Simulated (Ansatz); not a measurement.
AlPt3N (anti-perovskite, Pm-3m) under volume change, PBEsol in the plane-wave PAW code Ansatz, scaled uniformly.

```json
[
 {"V (Å³/atom)": "12.859", "E − E(relaxed) (meV/atom)": "94.8", "P (GPa)": "26.19"},
 {"V (Å³/atom)": "13.283", "E − E(relaxed) (meV/atom)": "39.5", "P (GPa)": "15.88"},
 {"V (Å³/atom)": "13.707", "E − E(relaxed) (meV/atom)": "9.3", "P (GPa)": "7.24"},
 {"V (Å³/atom)": "14.131", "E − E(relaxed) (meV/atom)": "0.0", "P (GPa)": "0.00"},
 {"V (Å³/atom)": "14.555", "E − E(relaxed) (meV/atom)": "8.3", "P (GPa)": "-6.06"},
 {"V (Å³/atom)": "14.979", "E − E(relaxed) (meV/atom)": "31.2", "P (GPa)": "-11.11"},
 {"V (Å³/atom)": "15.403", "E − E(relaxed) (meV/atom)": "66.3", "P (GPa)": "-15.32"}
]
```

Question: What does a third-order Birch–Murnaghan fit give for V₀, B₀ and B′?

Answer: V₀ = 14.13 Å³/atom, B₀ = 220 GPa, B′ = 4.9.

The start of the workflow was typed in or built on a structure type; neither database checked (COD, Materials Project) lists it. Whether it is the stable phase at ambient conditions was not checked. The cell was relaxed with PBEsol under the symmetry of its start. At this level the phase is dynamically unstable (imaginary phonons). No spin polarisation was allowed. The volume moved by 18 % from the start of the relaxation. Its formation energy is positive at this level, so the cell may be metastable or incomplete. Scalar-relativistic: spin–orbit coupling is off unless named, which matters more the heavier the elements.

Potentials: the earlier of the program's two PAW sets. The files were generated under PBE; for other functionals the program regenerates the frozen cores, and for LDA and PBEsol the local potential too.
